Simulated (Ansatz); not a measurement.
ZrOs (Pm-3m): total moment held at 0.7 μB

These are results of DFT, r2SCAN, all-electron PAW with datasets made for the crystal, scalar-relativistic in Ansatz, not measurements.

Command: `ansatz run input.yaml --threads 1 --pin off --max-ram 3072MiB --backend cpu --events-out ev --progress --plain --runs-dir out`

```yaml
crystal:
  lattice:
    - [3.263, 0.0, 0.0]
    - [0.0, 3.263, 0.0]
    - [0.0, 0.0, 3.263]
  atoms:
    - { symbol: Zr, position: [0.5, 0.5, 0.5], spin: 0.35 }
    - { symbol: Os, position: [0.0, 0.0, 0.0], spin: 0.35 }
magnetization:
  spin_polarized: true
  initial_magnetization: 0.7
  spin_locking: { lock_magnetization: hard }
kpoints:
  mp_grid: { grid: [10, 10, 10] }
scf:
  occupations: { method: fermi_dirac, width: 0.05 }
  lower_state_search: "off"
hamiltonian:
  xc: r2scan
  pseudopotentials: { kind: all_electron, datasets: crystal }
output:
  forces: true
  stress: true
  eigenvalues: false
```

The program prints:

```
Warning: This run holds its total moment fixed (magnetization.spin_locking.lock_magnetization: hard) and mixes its density by anderson or broyden (scf.mixing.algorithm, typed or taken by auto). Slabs with a fixed moment have converged under broyden above another state at the same moment, at the default mixing steps and at smaller ones, and under scf.lower_state_search: standard, light or off a sta …
settings of this run that can trade accuracy for cost: output.eigenvalues: false. Do not mix this run's numbers with those of runs without the same settings; the input reference describes each key
hamiltonian.pseudopotentials.datasets: crystal makes datasets for this crystal and solves the spheres of its atoms anew in each pass: cutoff 260.0 eV, the density's 1820.0 eV; for an error of 0.50 meV an atom under PBE, 1.0 meV for the cell; an energy difference from a run of another recipe may be off by several times the error for the cell, under r2SCAN by more, where some 0.1 meV an atom stays a …
band count auto-derived: 21 (N_el = 28.0; filled up to band 15; 19 by the electrons, moments and atoms)
Engine: ansatz 0.2.0
Pseudopotentials: kind: all_electron
Pseudopotential: Zr, paw, valence charge 12, recommended cutoff 260 eV (normal), crystal/all_electron/r2scan/scalar/gaussian/Zr, Koelling and Harmon's equation, gaussian nucleus
Pseudopotential: Os, paw, valence charge 16, recommended cutoff 260 eV (normal), crystal/all_electron/r2scan/scalar/gaussian/Os, Koelling and Harmon's equation, gaussian nucleus
Functional definition: r2SCAN
  parameter k0 = 0.174
  parameter k1 = 0.065
  parameter a1 = 4.9479
  exchange = r2scan_x(k0 = k0, k1 = k1, a1 = a1)
  correlation = r2scan_c
Crystal: 2 atoms, lattice volume = 34.742 Å³
Basis set: ecut = 260 eV, 341 PW (Γ), exchange–correlation on 72×72×72 points (27 copies of the dense FFT grid, shifted against one another)
Bands: 21, of which v1, the nominal top of the filled ones, is band 14 counted from 1 (13 counted from 0)
Symmetry: 48 space group operations
Space group: Pm-3m (ITA 221), of the structure as read, at distance tolerance 3.3e-5 Å
Magnetic group: BNS 221.92 (UNI 1594), of the structure as read, at distance tolerance 3.3e-5 Å
k-points: 56 of 1000
Non-local potential: Zr, projectors of the file, l = 0: 2, l = 1: 2, l = 2: 2
Non-local potential: Os, projectors of the file, l = 0: 2, l = 1: 2, l = 2: 2
PAW form: soft (Blöchl's): semilocal exchange-correlation on the pseudo side does not see the compensation charge
PAW one-centre angular grid: Zr, 590 points (default); XC on its mesh's 1891 points in the sphere
PAW one-centre angular grid: Os, 590 points (default); XC on its mesh's 1817 points in the sphere
Initial density: superposition of atomic densities (chi_scale 0.1, normalization cell, long waves kept (reshape's long-wave potential 0.00 eV rms))
Starting moments: Σ|m| = 0.7 μB on 2 of 2 sites
Initial wavefunctions: pseudopotential atomic-orbital guess
[...]
In the spheres:  the bands' charges fall short by 2.1e-6 e at most (sound up to 1e-3)
Fermi energy:    23.516513 (↑ 24.365915, ↓ 22.667110) eV
--- Per-component energies (eV) ---
  E_band       = -97.302251
  E_kinetic    = 409.759873
  E_local      = -1149.679576  (includes V_loc(G=0)·N_el)
  E_nonlocal   = 189.792311
  E_hartree    = 641.505647
  E_xc         = -162.609140
  E_vxc        = -238.770039  (∫ρ·V_xc dr)
  E_paw        = -569994.954730  (= ΣΔE_a)
  E_vpaw       = -6437.078504  (= ΣTr[D̂ρ^β])
  E_vtau       = 18.035806  (kinetic-family band-sum trace: ∫τ·v_τ [+ j·A + Jᵃ·Aᵃ] dr)
  E_ewald      = -3183.681749
  E_smearing   = -0.016300  (= −TS)
  E_closure    = 5827.624814  (closes the sum)
  Σ components = -567422.258852   (vs F -567422.258852, Δ=1.16e-10)
  The terms above E_closure are by the made datasets' own strengths, without shells solved beside the bands.
--- Forces (eV/Å), atoms counted from 1 ---
  atom   1  Zr     0.00000000     0.00000000     0.00000000
  atom   2  Os    -0.00000000     0.00000000     0.00000000
  max |Σ_I F_I| component: 6.71e-30 eV/Å
--- Stress (GPa, compression-positive) ---
        3.310853       0.000000       0.000000
       -0.000000       3.310853       0.000000
        0.000000       0.000000       3.310853
  P = ⅓ Tr σ = 3.3109 GPa (33.109 kbar)
settings of this run that can trade accuracy for cost: output.eigenvalues: false. Do not mix this run's numbers with those of runs without the same settings; the input reference describes each key
```

Site moments (μB): Zr1 0.11, Os2 0.40. Cell moment 0.70 μB.

The magnetic group in the log treats spin as a scalar label, without spin–orbit coupling.

The Ansatz runs typed with the search for lower states off end where their start leads. Spin–orbit coupling is left out although heavy atoms are present. These are results for the start and cell typed. The real compound can order otherwise, in a larger cell, or not at all, since semilocal functionals at zero temperature often overstate magnetism.

It took 38 s on 1 thread of Arm Neoverse V1, on a shared host, peak memory 0.8 GiB.
